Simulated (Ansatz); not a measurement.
As (A7 type, space group R-3m)

```
CELL_PARAMETERS angstrom
      1.87288     1.08131     3.25124
     -1.87288     1.08131     3.25124
      0.00000    -2.16262     3.25124
ATOMIC_POSITIONS crystal
  As 0.23276 0.23276 0.23276
  As 0.76724 0.76724 0.76724
```

In each cell atom 2 (As, nearest neighbour As at 2.518 Å; its periodic images, 3.7 Å or more away, move with it) moves by s·(0.707, 0.707, 0.000) (along Cartesian [110]), the rest being held.

The numbers are results of PBEsol-D3(BJ) (plane waves to 420 eV, PAW, scalar-relativistic; Ansatz, a quantum-chemistry and plane-wave program), not measurements. k mesh 12×12×12 (Γ-centred), Fermi-Dirac smearing 0.05 eV. E stands for the smeared free energy. With partly filled bands, energies and forces of such displacements shift with the k mesh and the smearing. As was relaxed with its symmetry unable to fall. The PAW data are Ansatz's earlier set. ΔE is measured from the undisplaced structure. The last digit holds for this mesh only.

```csv
s (Å),ΔE (meV/cell)
-0.250,125.2
-0.200,76.0
-0.150,41.1
-0.100,17.8
-0.050,4.2
0.000,0.0
0.050,3.8
0.100,14.7
0.150,31.8
0.200,withheld
0.250,90.1
```

**Question.** Fit a polynomial form (powers 2, 3, 4) to the given rows and predict ΔE at s = 0.200.

**Answer.** Least squares on the 10 given rows: ΔE = (1577)·s² + (-1138)·s³ + (2333)·s⁴, in meV/cell with s in Å; root-mean-square residual 0.45 meV/cell. At 0.200 the fit gives 57.7 meV/cell; the calculation gives 56.4 meV/cell, so the interpolation is off by 1.3 (+2.3 %). The quadratic term alone would give 63.1 meV/cell.

(For displaced atoms, the force is minus the slope of the energy, and its curvature is a force constant, which sets phonon frequencies.)
